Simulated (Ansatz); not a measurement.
Crystals of one structure type (zinc blende) and one family of elements, relaxed and computed with DFT-PBE in the program Ansatz with PAW potentials.

```json
[
 {"crystal": "BN", "V (Å³/atom)": "5.95", "B₀ by P(V) fit (GPa)": "371"},
 {"crystal": "BP", "V (Å³/atom)": "11.76", "B₀ by P(V) fit (GPa)": "?"},
 {"crystal": "BAs", "V (Å³/atom)": "13.90", "B₀ by P(V) fit (GPa)": "131"},
 {"crystal": "GaP", "V (Å³/atom)": "20.86", "B₀ by P(V) fit (GPa)": "76.6"},
 {"crystal": "AlP", "V (Å³/atom)": "20.88", "B₀ by P(V) fit (GPa)": "82.5"},
 {"crystal": "AlAs", "V (Å³/atom)": "23.50", "B₀ by P(V) fit (GPa)": "67.1"},
 {"crystal": "GaAs", "V (Å³/atom)": "23.70", "B₀ by P(V) fit (GPa)": "60.2"}
]
```

Question: Fit a straight line to ln B₀ against ln V and predict the withheld value.

Answer: Least squares on the 6 shown rows: ln B₀ = -1.26 × ln V + (8.172), with a scatter of 5 %. For BP this gives 159. The run itself gave 162, within the scatter.

All cells were relaxed under the symmetry of their starts (and spin orders); stability against distortions was not tested throughout. Scalar-relativistic: spin–orbit coupling is off unless named, which matters more the heavier the elements.

Potentials: the later of the program's two PAW sets.
